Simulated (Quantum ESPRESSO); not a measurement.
SiGa2ZnP4, convergence and cost over cutoff and k mesh

A calculation, not a measurement. The program is pw.x of Quantum ESPRESSO 7.5 (plane-wave density functional theory). The cell is made up: 8 atoms on a zincblende/diamond lattice, with randomly drawn elements, strain and displacements, not relaxed. PseudoDojo standard norm-conserving files (v0.5 for PBE, v0.4.1 for LDA and PBEsol) set the functional; there is no spin polarisation, spin-orbit coupling or dispersion term, and the masses in the input are unused placeholders.

Input of the run in row 4:

```
&control calculation='scf', pseudo_dir='./dojo.nc.sr.pbe.v0_5.standard.upf', outdir='./o', disk_io='medium', tprnfor=.true., tstress=.true. /
&system ibrav=0, nat=8, ntyp=4, nbnd=41, ecutwfc=84.00895049, nosym=.true., tot_charge=0,
 occupations='smearing', smearing='fd', degauss=0.0018374661
/
&electrons conv_thr=7.350e-09, electron_maxstep=60, /
ATOMIC_SPECIES
Ga 1.0 Ga.upf
P 1.0 P.upf
Si 1.0 Si.upf
Zn 1.0 Zn.upf
CELL_PARAMETERS angstrom
5.4337 0.0 0.0
0.0 5.4337 0.0
0.0 0.0 5.4337
ATOMIC_POSITIONS angstrom
Si -0.0608 -0.0021 0.0411
Ga 0.0169 2.644 2.6973
Zn 2.7326 0.0426 2.7839
Ga 2.6755 2.731 -0.0576
P 1.4916 1.2866 1.3638
P 1.3704 4.0548 4.1311
P 4.0709 1.2806 4.0421
P 4.1817 4.1051 1.3579
K_POINTS automatic
4 4 4 1 1 1
```

The same cell was run at these settings. Meshes are shifted by half a step, and differences are from the last row, which is itself not exact.

| cutoff (eV) | k mesh | k points solved | threshold (eV) | free energy less the last row's (eV) | pressure (GPa) | largest stress difference (GPa) | largest force difference (eV/Å) | iterations | wall time (s) | k-point pools | processor |
| --- | --- | --- | --- | --- | --- | --- | --- | --- | --- | --- | --- |
| 800 | 2 x 2 x 2 | 4 | 1e-04 | 3.347 | -26.80 | 27.65 | 0.091 | 7 | 33 | 1 | AMD EPYC, Zen 5 class |
| 1143 | 2 x 2 x 2 | 4 | 1e-07 | 0.497 | 1.18 | 0.36 | 0.093 | 10 | 54 | 1 | AMD EPYC, Zen 5 class |
| 576 | 4 x 4 x 4 | 32 | 1e-07 | 78.000 | -344.77 | 345.68 | 0.096 | 11 | 134 | 1 | AMD EPYC, Zen 5 class |
| 1143 | 4 x 4 x 4 | 32 | 1e-07 | 0.009 | 0.84 | 0.01 | 0.004 | 10 | 351 | 1 | AMD EPYC, Zen 5 class |
| 1437 | 6 x 6 x 6 | 108 | 1e-07 | 0.000 | 0.84 | 0.00 | 0.000 | 10 | 1804 | 1 | AMD EPYC, Zen 5 class |

Each pool is one process. Wall times include start-up and a band step at six k points, which weighs most on the coarsest meshes. The runs were on shared virtual cores whose load varied, so times are rough.